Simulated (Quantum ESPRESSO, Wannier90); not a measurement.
# Wannierisation of GeTe (R3m)

```
begin unit_cell_cart
ang
   -2.0944950528    3.6277718476    0.0000000000
   -4.1889901056    0.0000000000    0.0000000000
   -2.0944950528    1.2092572825    3.6790270000
end unit_cell_cart
begin atoms_frac
Ge  -0.0077700000 -0.0077700000  0.0233100000
Te  -0.4712230000 -0.4712230000  0.4136690000
end atoms_frac
```

Cell from Materials Project (mp-938), symmetrised, no further relaxation. COD (Crystallography Open Database) has the formula in 3 space groups, this one among them (matched by group alone). Computed values, not measurements, from PBEsol: Quantum ESPRESSO (norm-conserving PseudoDojo potentials, cutoff 64 Ry, spinors with spin-orbit coupling) on a Γ-centred 6×6×6 mesh, then Wannier90. Density: 10×10×10 mesh, Gaussian smearing 0.01 Ry. The cell is built of weakly bound layers, chains or molecules, whose nearest atoms lie 3.30 Å apart. Database cells relaxed without dispersion often hold them too far apart, which can enlarge gaps and weakens couplings between them; spacing and stacking were not compared with the measured crystal.

A tight-binding model is made by disentanglement and projection with no localisation steps (num_iter = 0), so the 16 orbitals stay atom-like: hydrogen-like Ge: s;p; Te: s;p, axes along x, y, z; frozen window up to 4.13 eV relative to the valence-band maximum. It follows pw.x to 18 meV rms for states up to 1.4 eV relative to the valence-band maximum. Matrix elements depend on this choice of orbitals and windows.

Problem. What are the on-site energies relative to the valence-band maximum, and how fast do the hoppings decay?

Solution. 
| atom | orbitals | energy (eV) |
|---|---|---|
| Ge1 | s↑ s↓ | -6.97 |
| Ge1 | pz↑ pz↓ | 0.53 |
| Ge1 | px↑ px↓ py↑ py↓ | 0.61 |
| Te2 | s↑ s↓ | -10.09 |
| Te2 | pz↑ pz↓ | -1.07 |
| Te2 | px↑ px↓ py↑ py↓ | -1.04 |

```csv
distance of the centres (Å),largest modulus (eV)
2–3,1.5
3–4,0.91
4–5,0.23
5–6,0.14
6–7,0.19
7–8,0.033
8–9,0.039
9–10,0.050
```

Effective spin-orbit constants λ of λ L·S, from the same-site elements px↑–py↑ (λ/2) and dx2-y2↑–dxy↑ (λ), where they are among the larger elements: Te2 p 0.56 eV.
